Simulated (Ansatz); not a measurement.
Below is a relaxed structure of LiC3. The cell was found from a structure generator's guess, not taken from experiment.

Theory: DFT PBE, scalar-relativistic, plane waves, PAW (Ansatz 0.2.0). Cutoff 420 eV, Γ-centred mesh, Gaussian smearing, no spin polarisation.

```xyz
8
Lattice="4.3943 0.0000 0.0000 -2.1971 3.8056 0.0000 0.0000 0.0000 3.6028" Properties=species:S:1:pos:R:3 pbc="T T T"
Li    0.0000    2.5370    1.8014
Li    2.1971    1.2685    1.8014
C     0.7304    1.2650    0.0000
C    -1.4668    2.5405    0.0000
C     2.9336    0.0000    0.0000
C    -0.7304    1.2650    0.0000
C     1.4668    2.5405    0.0000
C     1.4607    0.0000    0.0000
```

The zero of energy is the elements' standard structures at the same level; no fitted shifts are applied.

(1) Find its symmetry and describe it.

(2) How far does it lie from the elements in energy?

(3) Is it a metal?

Answers

(1) P6/mmm (No. 191). Conventional cell: a = 4.394 Å, c = 3.603 Å. Li has 12 C at 2.32 Å and 3 Li at 2.54 Å; C has 3 C at 1.46–1.47 Å and 4 Li at 2.32 Å.

(2) +0.07 eV/atom. The separate elements lie lower, so it is unstable against them.

(3) Yes, bands cross the Fermi level on the 12×12×10 mesh, though with few states there, as in a semimetal.

The last run used a 12×12×10 mesh (in the run's order of axes) for its 8-atom cell and Gaussian smearing of 0.10 eV. The reference form of C is held partly by dispersion forces, which this level lacks. A later test with randomly moved atoms came back to the same energy, though modes that don't fit the test's cell weren't probed.
